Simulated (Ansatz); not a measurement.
ZrAg2: strain energy, fitted

ZrAg2, I4/mmm, a = 3.512 Å, c = 8.900 Å. The structure is a Materials Project entry; whether it is the stable form wasn't checked. Ansatz: PBEsol, PAW, 420 eV, Γ-centred 10×10×4 mesh on 6 atoms, Gaussian smearing 0.10 eV; no spin polarisation. Series: biaxial strain in the a-b plane, c and atoms relaxed; x is the strain in per cent. y is the free energy over the unstrained cell, V0 = 18.293 Å³/atom.

```tsv
x (%)	y (meV/atom)
-3.0	16.94
-2.0	?
-1.0	2.01
0.0	0.00
1.0	2.02
2.0	8.14
3.0	18.29
```

Problem. Fit y = c2 x² + c3 x³ to the other rows, turn c2 into a modulus, and predict the missing energy.

Solution. Least squares on the rows shown. y = 1.9602 x² + 0.025494 x³. In eV per unit strain² c2 is 19.60; M is the biaxial modulus (E = M V0 ε²): 19.60 × 160.2 / (18.293) = 172 GPa. At x = -2.0 the fit asked for gives 7.64 meV/atom. The run gave 7.85 meV/atom, so the fit is 0.21 meV/atom too low, 1.1 % of the span of the series, against an rms of 0.06 meV/atom on the fitted rows. With a term in x⁴ added, a fit to the same known rows predicts 7.75 meV/atom, which recovers part of the miss; the known rows don't hold the rest.